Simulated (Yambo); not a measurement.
Quantum ESPRESSO input (LDA, PseudoDojo standard norm-conserving files, scalar-relativistic) whose wavefunctions are converted with p2y:

```
&CONTROL
  calculation = 'nscf'
  pseudo_dir = './pseudo'
  outdir = './out'
/
&SYSTEM
  ibrav = 0
  nat = 3
  ntyp = 2
  ecutwfc = 84.0
  ecutrho = 336.0
  occupations = 'fixed'
  force_symmorphic = .true.
  nbnd = 125
/
&ELECTRONS
  conv_thr = 3.0000000000000004e-09
  diago_full_acc = .true.
  diago_thr_init = 1e-08
/
ATOMIC_SPECIES
Mg 24.3050 Mg.upf
Ge 72.6300 Ge.upf
CELL_PARAMETERS angstrom
  0.000000000000   3.143087684000   3.143087684000
  3.143087684000   0.000000000000   3.143087684000
  3.143087684000   3.143087684000   0.000000000000
ATOMIC_POSITIONS crystal
Mg   0.750000000000   0.750000000000   0.750000000000
Mg   0.250000000000   0.250000000000   0.250000000000
Ge   0.000000000000   0.000000000000   0.000000000000
K_POINTS automatic
2 2 2 0 0 0
```

Yambo's initialisation report on symmetry, reciprocal space, the k grid and the gaps on this mesh:

```
  [02.02] Symmetries
  ==================

  Inversion symmetry    : yes
  Spatial inversion     : yes
  Inversion index       :  25
  K-space Time-reversal : no
  Magnetic symmetries   : no
  Group table correct   : yes
  Symmetries units      :  [cc]

  [02.03] Reciprocal space
  ========================

  nG shells         :   403
  nG charge         :   43655
  nG WFs            :   6350
  nC WFs            :   5577
  G-vecs. in first 40 shells:  [ Number ]
     1    9   15   27   51   59   65   89  113
    137   169   181   229   259   283   307   331   339
    387   411   459   531   537   561   609   645   701
    725   749   821   869   893   941   965  1037  1067
   1139  1211  1243  1291
  ...
  Shell energy in first 40 shells:  [ mHa ]
    0.00000      419.643      559.524      1119.05      1538.69      1678.57      2238.10      2657.74      2797.62
    3357.15      3776.79      4476.20      4895.84      5035.72      5595.24      6014.89      6154.77      6714.29
    7133.94      7273.82      7833.34      8252.98      8952.39      9372.03      9511.91      10071.4      10491.1
    10631.0      11190.5      11610.1      11750.0      12309.5      12729.2      13428.6      13848.2      13988.1
    14547.6      14967.3      15107.2      16086.3
  ...

  [02.04] K-grid lattice
  ======================

  Compatible Grid is   : 3D
  Base K vectors       :  K_min[ 1 ]  K_min[ 2 ]  K_min[ 3 ]
  K_min[ 1 ] :  0.500000  0.500000  0.500000 [rlu]
  K_min[ 2 ] : -0.500000  0.000000  0.000000 [rlu]
  K_min[ 3 ] :  0.000000 -0.500000  0.000000 [rlu]
  Grid dimensions      :  2  2  2
  K lattice UC volume  :  0.073987 [a.u.]

  IBZ K-points                                      :  3
  BZ  K-points                                      :   8

  K/Q-points units:
  rlu = crystal or reduced units; cc = cartesian coordinates; iku = interal k-units

  K [1]          [rlu]:  0.000000  0.000000  0.000000
         WF components:   5577
  K [2]          [rlu]:  0.000000  0.000000 -0.500000
         WF components:   5444
  K [3]          [rlu]:  0.000000 -0.500000 -0.500000
         WF components:   5434

  [02.05] Energies & Occupations
  ==============================

  [X] === General ===
  [X] Electronic Temperature                        :  0.000000  0.000000 [eV K]
  [X] Bosonic    Temperature                        :  0.000000  0.000000 [eV K]
  [X] Finite Temperature mode                       : no
  [X] El. density                                   :  0.54749E+24 [cm-3]
  [X] Fermi Level                                   :  7.443109 [eV]

  [X] === Gaps and Widths ===
  [X] Conduction Band Min                           :  0.096293 [eV]
  [X] Valence Band Max                              :  0.000000 [eV]
  [X] Filled Bands                                  :  17
  [X] Empty Bands                                   :   18  125
  [X] Direct Gap                                    :  1.144214 [eV]
  [X] Direct Gap localized at k                     :  1
  [X] Indirect Gap                                  :  0.096293 [eV]
  [X] Indirect Gap between kpts                     :  1  3
  [X] Last valence band width                       :  2.071845 [eV]
  [X] 1st conduction band width                     :  1.047921 [eV]
```
The gaps are LDA values on this mesh alone; only operations without fractional translations are kept.

Spin-orbit coupling is not included.

Geometry relaxed with LDA.
